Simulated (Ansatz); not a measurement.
One crystal and one scan (energy over volume and axial ratio) at two levels, PBE (plane waves to 420 eV, PAW, scalar-relativistic; Ansatz, a quantum-chemistry and plane-wave program) and r2SCAN (plane waves to 500 eV, PAW, scalar-relativistic; Ansatz), each from its own relaxed cell and on its own mesh.

The crystal is SnTe (rock salt); volume and axial ratio are varied about the relaxed values (subscript 0).

E stands for the smeared free energy. SnTe was relaxed with its symmetry unable to fall. Spin-orbit coupling is left out, though Te is heavy. The PAW data are Ansatz's earlier set. As the smearing reaches across the gap at some points, the response to shear is sensitive to the k mesh, so small differences along c/a are uncertain. Both scans cover V/V₀ from 0.920 to 1.080 and (c/a)/(c/a)₀ from 0.920 to 1.080.

```
quantity                                                     run 1  run 2
-----------------------------------------------------------  -----  -----
Lattice constant a (Å)                                       6.371  6.409
Band gap of the relaxed cell, no spin-orbit coupling (eV)     0.13   0.05
Shear modulus C′ = (C11 − C12)/2 (fit, atoms clamped) (GPa)     62     56
```

Question: Which run is which level?

Answer: Run 2 is PBE, run 1 is r2SCAN. PBE gives the higher value for: lattice constant a. PBE gives the lower value for: band gap of the relaxed cell, no spin-orbit coupling; shear modulus C′.

(Under strain, the slope of the energy per volume gives the stress and its curvature an elastic modulus.)
